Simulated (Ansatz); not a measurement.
**Clamped-ion strain scan in Sc**

Theory: Ansatz 0.2.0, DFT PBE, scalar-relativistic, plane waves, PAW. Settings: plane waves to 420 eV, k-mesh 18×18×10 (Γ-centred), Gaussian smearing 0.15 eV. No spin polarisation. Energies are free energies at this smearing, counted from the undisturbed cell; pressure is positive in compression.

Zero of the scan (as given, not relaxed at this level; it stands at -0.6 GPa):

```yaml
crystal:
  lattice:
    - [3.30880, 0.00000, 0.00000]
    - [-1.65440, 2.86550, 0.00000]
    - [0.00000, 0.00000, 5.26800]
  atoms:
    - { symbol: Sc, position: [0.33333, 0.66667, 0.25000] }
    - { symbol: Sc, position: [0.66667, 0.33333, 0.75000] }
```

The cell is strained by ε times the Voigt pattern (0, 0, 1, 0, 0, 0) (xx, yy, zz, yz, xz, xy; engineering shear) with fractional coordinates fixed. The cell is metallic on the mesh throughout.

```
      ε  ΔE (meV/atom) stress summed along the pattern (GPa, tension positive) pressure (GPa)
-0.0200           -2.2                                                    -0.31             0.4
-0.0150           -2.2                                                     0.21             0.1
-0.0100           -1.8                                                     0.70            -0.1
-0.0050           -1.1                                                     1.19            -0.4
 0.0000            0.0                                                     1.66            -0.6
 0.0050            1.5                                                     2.11            -0.9
 0.0100            3.3                                                     2.55            -1.1
 0.0150            5.4                                                     2.97            -1.3
 0.0175            6.6                                                     3.18            -1.4
 0.0200            7.9                                                     3.38            -1.6
```